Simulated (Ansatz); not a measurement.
Data:

GePd2:
```xyz
9
Lattice="6.7041 0.0000 0.0000 -3.3521 5.8060 0.0000 0.0000 0.0000 3.4004" Properties=species:S:1:pos:R:3 pbc="T T T"
Ge     3.3521     1.9353     0.0000
Ge     0.0000     3.8706     0.0000
Ge     0.0000     0.0000     1.7002
Pd     4.0857     0.0000     1.7002
Pd     1.3092     2.2677     1.7002
Pd    -2.0428     3.5383     1.7002
Pd    -0.9061     1.5695     0.0000
Pd     1.8123     0.0000     0.0000
Pd     2.4459     4.2365     0.0000
```

This is the PBEsol-relaxed structure. Cartesian axes are those of the cell as given.

Question: All from DFT-PBEsol in the program Ansatz with PAW potentials, unless another level is named. Give the Young's modulus.

Answer: 120 GPa.

Question: Predict the elastic constants (relaxed ions, GPa).

Answer: C11 = 243, C12 = 155, C13 = 170, C33 = 174, C44 = 88.7.

Question: Predict the highest zone-centre frequency.

Answer: 240 cm⁻¹.

Space group P-62m. The first step of the workflow began from a Materials Project structure, measured or hypothetical; the Crystallography Open Database copy checked does not list it. Its standing as an ambient phase is unchecked. The PBEsol relaxation kept the symmetry of its start; its stability against distortions is not shown here. No spin polarisation was allowed. As this level gives no gap, shear constants depend on the k-mesh and smearing (Fermi–Dirac, 0.1 eV here). As this level gives no gap, phonon frequencies hold no LO–TO term and depend on the k-mesh and smearing (Fermi–Dirac, 0.1 eV here).

Potentials: the later of the program's two PAW sets.
